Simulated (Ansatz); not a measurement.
Steps from a short run of molecular dynamics on a 2×2×2 supercell (16 atoms) of ZnS (F-43m), relaxed with r2SCAN; forces from PBE in Ansatz 0.2.0, 2×2×2 mesh, Fermi-Dirac smearing of 0.020 eV, a Langevin thermostat at fixed volume, set at 200 K. Computed, non-magnetic; the trajectory is short and the cell small, so nothing here is a converged average.

Cell vectors in Å:
```
0.0000 5.3882 5.3882
5.3882 0.0000 5.3882
5.3882 5.3882 0.0000
```

**Question.** At 24 fs the positions in Å are
```
Zn   1.316   1.351   1.419
S    0.048  -0.015  -0.009
Zn   4.014   4.055   1.307
S    2.721   2.620  -0.045
Zn   4.068   1.318   4.087
S    2.681  -0.019   2.765
Zn   6.754   4.062   4.043
S    5.371   2.661   2.734
Zn   1.363   4.072   4.011
S   -0.014   2.709   2.652
Zn   4.087   6.757   4.102
S    2.674   5.467   2.709
Zn   4.002   4.030   6.777
S    2.748   2.631   5.436
Zn   6.700   6.768   6.662
S    5.411   5.405   5.399
```
What are the forces, and how far does the free energy (smearing included) lie above that of step 0, with the atoms on their sites?

**Answer.** 17.0 meV an atom; forces in eV/Å:
```
Zn   0.369  -0.168  -0.388
S   -0.112  -0.138   0.371
Zn  -0.028  -0.082   0.349
S   -0.528   0.655   0.754
Zn   0.044   0.003  -0.142
S    0.229   0.340  -0.492
Zn  -0.306  -0.534   0.204
S   -0.033   0.428  -0.344
Zn   0.280  -0.317   0.028
S    0.223   0.056   0.621
Zn   0.109  -0.311  -0.609
S    0.330  -0.425  -0.274
Zn   0.050   0.306  -0.239
S   -0.352   0.715  -0.546
Zn   0.050  -0.001   0.697
S   -0.325  -0.527   0.010
```

**Question.** At 32 fs the positions in Å are
```
Zn   1.325   1.346   1.437
S    0.068  -0.024  -0.003
Zn   4.004   4.056   1.297
S    2.722   2.613  -0.036
Zn   4.087   1.311   4.096
S    2.689  -0.014   2.767
Zn   6.755   4.053   4.044
S    5.368   2.653   2.733
Zn   1.378   4.072   4.011
S   -0.013   2.724   2.660
Zn   4.107   6.762   4.122
S    2.671   5.486   2.697
Zn   3.999   4.030   6.788
S    2.756   2.640   5.437
Zn   6.678   6.776   6.650
S    5.400   5.411   5.412
```
What are the forces, and how far does the free energy (smearing included) lie above that of step 0, with the atoms on their sites?

**Answer.** 18.8 meV an atom; forces in eV/Å:
```
Zn   0.276  -0.103  -0.392
S   -0.187  -0.079   0.407
Zn  -0.004  -0.025   0.431
S   -0.593   0.699   0.705
Zn  -0.007   0.014  -0.081
S    0.147   0.271  -0.323
Zn  -0.303  -0.460   0.199
S   -0.036   0.555  -0.325
Zn   0.335  -0.264  -0.022
S    0.297  -0.089   0.600
Zn  -0.014  -0.294  -0.782
S    0.404  -0.459  -0.206
Zn   0.038   0.306  -0.265
S   -0.378   0.579  -0.557
Zn   0.248   0.080   0.737
S   -0.221  -0.731  -0.126
```

**Question.** At 36 fs the positions in Å are
```
Zn   1.330   1.340   1.445
S    0.075  -0.031   0.005
Zn   4.001   4.054   1.293
S    2.720   2.614  -0.026
Zn   4.098   1.309   4.097
S    2.698  -0.008   2.768
Zn   6.755   4.045   4.047
S    5.366   2.655   2.733
Zn   1.388   4.068   4.012
S   -0.010   2.730   2.667
Zn   4.117   6.765   4.131
S    2.673   5.496   2.686
Zn   3.999   4.032   6.793
S    2.759   2.649   5.433
Zn   6.668   6.779   6.648
S    5.394   5.406   5.418
```
What are the forces, and how far does the free energy (smearing included) lie above that of step 0, with the atoms on their sites?

**Answer.** 17.8 meV an atom; forces in eV/Å:
```
Zn   0.216  -0.060  -0.389
S   -0.192  -0.031   0.363
Zn   0.004   0.016   0.470
S   -0.569   0.635   0.611
Zn  -0.020   0.020  -0.018
S    0.065   0.178  -0.214
Zn  -0.263  -0.386   0.162
S   -0.018   0.575  -0.317
Zn   0.357  -0.185  -0.050
S    0.306  -0.146   0.560
Zn  -0.103  -0.265  -0.809
S    0.397  -0.484  -0.113
Zn   0.026   0.265  -0.272
S   -0.380   0.483  -0.512
Zn   0.328   0.113   0.701
S   -0.155  -0.730  -0.171
```

**Question.** At 40 fs the positions in Å are
```
Zn   1.337   1.334   1.452
S    0.082  -0.038   0.013
Zn   3.998   4.052   1.289
S    2.716   2.617  -0.013
Zn   4.107   1.309   4.102
S    2.707   0.004   2.767
Zn   6.754   4.037   4.052
S    5.365   2.659   2.731
Zn   1.399   4.062   4.012
S   -0.003   2.736   2.674
Zn   4.127   6.768   4.138
S    2.675   5.503   2.676
Zn   4.001   4.039   6.799
S    2.760   2.653   5.426
Zn   6.658   6.783   6.648
S    5.386   5.394   5.425
```
What are the forces, and how far does the free energy (smearing included) lie above that of step 0, with the atoms on their sites?

**Answer.** 16.1 meV an atom; forces in eV/Å:
```
Zn   0.135  -0.010  -0.380
S   -0.191   0.004   0.299
Zn   0.015   0.074   0.508
S   -0.500   0.545   0.471
Zn  -0.006   0.011   0.016
S   -0.015   0.031  -0.077
Zn  -0.201  -0.289   0.100
S   -0.007   0.567  -0.296
Zn   0.362  -0.090  -0.061
S    0.261  -0.205   0.508
Zn  -0.196  -0.228  -0.817
S    0.395  -0.478  -0.029
Zn  -0.013   0.172  -0.269
S   -0.363   0.438  -0.402
Zn   0.385   0.102   0.644
S   -0.061  -0.643  -0.213
```

**Question.** At 60 fs the positions in Å are
```
Zn   1.370   1.312   1.470
S    0.074  -0.071   0.041
Zn   3.983   4.055   1.269
S    2.669   2.647   0.028
Zn   4.149   1.315   4.135
S    2.755   0.057   2.764
Zn   6.744   3.985   4.090
S    5.367   2.689   2.719
Zn   1.442   4.035   4.004
S    0.035   2.751   2.744
Zn   4.166   6.799   4.143
S    2.709   5.522   2.643
Zn   4.029   4.085   6.803
S    2.746   2.704   5.405
Zn   6.620   6.825   6.673
S    5.351   5.318   5.428
```
What are the forces, and how far does the free energy (smearing included) lie above that of step 0, with the atoms on their sites?

**Answer.** 16.4 meV an atom; forces in eV/Å:
```
Zn  -0.263   0.106  -0.317
S    0.174   0.275   0.065
Zn  -0.006   0.158   0.677
S    0.043  -0.045   0.076
Zn  -0.090   0.131   0.037
S   -0.304  -0.536   0.413
Zn   0.022   0.250  -0.336
S   -0.184   0.442  -0.107
Zn   0.377   0.460  -0.016
S   -0.055  -0.285  -0.197
Zn  -0.542  -0.301  -0.503
S    0.128  -0.337   0.211
Zn  -0.217  -0.348   0.070
S   -0.105  -0.016   0.031
Zn   0.545  -0.307   0.166
S    0.478   0.353  -0.270
```

**Question.** At 68 fs the positions in Å are
```
Zn   1.381   1.306   1.462
S    0.065  -0.085   0.064
Zn   3.977   4.063   1.270
S    2.651   2.652   0.027
Zn   4.158   1.328   4.151
S    2.762   0.074   2.780
Zn   6.738   3.968   4.102
S    5.362   2.707   2.701
Zn   1.454   4.030   4.002
S    0.053   2.745   2.756
Zn   4.177   6.809   4.130
S    2.728   5.524   2.640
Zn   4.044   4.087   6.804
S    2.736   2.723   5.394
Zn   6.612   6.842   6.675
S    5.349   5.307   5.421
```
What are the forces, and how far does the free energy (smearing included) lie above that of step 0, with the atoms on their sites?

**Answer.** 19.5 meV an atom; forces in eV/Å:
```
Zn  -0.292   0.061  -0.238
S    0.329   0.430  -0.197
Zn  -0.114   0.055   0.660
S    0.285  -0.166   0.081
Zn  -0.059   0.109   0.000
S   -0.256  -0.703   0.333
Zn   0.020   0.404  -0.488
S   -0.220   0.321   0.075
Zn   0.300   0.649  -0.036
S   -0.139  -0.183  -0.377
Zn  -0.621  -0.360  -0.350
S   -0.083  -0.240   0.229
Zn  -0.327  -0.337   0.200
S    0.066  -0.132   0.239
Zn   0.608  -0.445   0.086
S    0.502   0.537  -0.218
```
